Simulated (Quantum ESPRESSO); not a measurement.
# Band energies of PbGe$_{3}$Se$_{4}$

```
PbGe3Se4
1.0
    4.37324     0.00000     0.00635
    0.00000     4.00692     0.00000
    0.00843     0.00000    11.30249
Ge Se Pb
3 4 1
Direct
  0.12825   0.00000   0.87976
  0.62259   0.50000   0.63724
  0.87659   0.50000   0.11910
  0.48490   0.00000   0.12917
  0.00933   0.00000   0.64925
  0.51479   0.50000   0.85696
  0.94955   0.50000   0.34322
  0.41399   0.00000   0.38520
```

PBEsol (Quantum ESPRESSO, PseudoDojo norm-conserving, 86 Ry, no spin-orbit coupling); path ΓYHCEM1AXH1,MDZ,YD; energies in eV from the valence-band maximum.

```csv
k (1/Å),point,band 56,band 57,band 58,band 59,band 60,band 61,band 62,band 63
0.00,Γ,-1.71,-1.31,-1.22,-0.72,-0.38,0.69,2.44,2.49
0.00,Y,-1.91,-1.90,-1.45,-0.54,-0.34,2.12,2.30,2.42
0.24,,-1.52,-1.48,-1.33,-0.65,-0.49,2.03,2.10,2.55
0.48,,-1.44,-1.13,-1.10,-0.43,-0.10,1.13,1.60,2.16
0.72,H,-1.04,-0.79,-0.70,-0.43,-0.05,0.95,1.27,1.84
0.72,C,-1.04,-0.79,-0.70,-0.43,-0.05,0.95,1.27,1.84
0.91,,-1.62,-0.92,-0.84,-0.66,-0.20,1.42,1.55,1.84
1.11,,-2.22,-1.71,-1.62,-1.29,-0.96,2.36,2.53,3.03
1.31,,-3.04,-1.75,-1.64,-1.44,-1.32,2.26,2.52,3.07
1.50,E,-3.58,-1.62,-1.53,-1.47,-1.39,2.24,2.50,2.82
1.50,M1,-3.58,-1.62,-1.53,-1.47,-1.39,2.24,2.50,2.82
1.78,A,-3.16,-2.27,-2.09,-1.43,-1.37,2.71,2.81,3.22
1.97,,-2.64,-2.43,-2.05,-1.23,-1.19,2.18,2.34,3.70
2.17,,-2.09,-1.82,-1.35,-0.89,-0.81,1.55,1.75,3.05
2.37,,-1.28,-1.00,-0.61,-0.56,-0.13,1.11,1.18,1.60
2.56,X,-1.08,-1.03,-0.86,-0.46,-0.03,0.96,1.27,1.60
2.56,H1,-1.04,-0.79,-0.70,-0.43,-0.05,0.95,1.27,1.84
3.35,M,-3.58,-1.62,-1.53,-1.47,-1.39,2.24,2.50,2.82
3.71,,-2.50,-1.63,-1.53,-1.46,-1.44,2.37,2.41,2.61
3.88,,-2.04,-1.42,-1.32,-1.14,-0.99,1.48,1.54,1.62
4.06,D,-1.68,-1.46,-1.35,-0.93,-0.78,1.12,1.42,1.54
4.06,Z,-1.63,-1.12,-1.11,-0.83,-0.77,0.81,1.11,1.23
4.90,Y,-1.91,-1.90,-1.45,-0.54,-0.34,2.12,2.30,2.42
5.05,,-1.85,-1.79,-1.46,-0.51,-0.34,2.30,2.45,2.48
5.21,,-1.71,-1.63,-1.41,-0.53,-0.39,1.96,2.22,2.60
5.37,,-1.67,-1.51,-1.36,-0.67,-0.49,1.35,1.53,2.09
5.68,D,-1.68,-1.46,-1.35,-0.93,-0.78,1.12,1.42,1.54
```

The PBEsol gap is 0.69 eV; at least one edge lies off the plotted path, at a point of the SCF mesh. The smallest direct gap is 0.91 eV. Another valence extremum on the path lies within 0.02 eV, too close to call.

Spin-orbit coupling is left out; with 6p states at a band edge it can lower the gap by many tenths of an eV, most of a small gap.

Geometry relaxed with PBE+D3(BJ).

The structure is a Materials Project entry; no match was found in the copy of COD used, and its stability was not checked.
